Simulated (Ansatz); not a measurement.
**Cu3Pt under pressure**

Method: DFT LDA, scalar-relativistic, plane waves, PAW in Ansatz 0.2.0. Settings: 420 eV plane-wave cutoff, Γ-centred 12×12×12 mesh, Fermi-Dirac smearing of 0.15 eV. No spin polarisation. Phonons by linear response, acoustic sum rule imposed.

Relaxed structure:
```yaml
crystal:
  lattice:
    - [3.62950, 0.00000, 0.00000]
    - [0.00000, 3.62950, 0.00000]
    - [0.00000, 0.00000, 3.62950]
  atoms:
    - { symbol: Cu, position: [0.00000, 0.50000, 0.50000] }
    - { symbol: Cu, position: [0.50000, 0.00000, 0.50000] }
    - { symbol: Cu, position: [0.50000, 0.50000, 0.00000] }
    - { symbol: Pt, position: [0.00000, 0.00000, 0.00000] }
```

In a metal, frequencies and elastic constants depend on the k mesh and the smearing, soft modes and shear constants most. Spin–orbit coupling is left out, which matters for heavy elements.

Problem. The cell is relaxed again at 5 and 15 GPa. How do volume, gap and optical modes at Γ (cm⁻¹, counted from the lowest optical one; a degenerate one stands once) change?

Solution.
```
          0 GPa  5 GPa  15 GPa
    V/V0  1.000  0.979   0.943
gap (eV)   0.00   0.00    0.00
  mode 1    144    150     161
  mode 4    192    202     219
  mode 7    248    261     285
```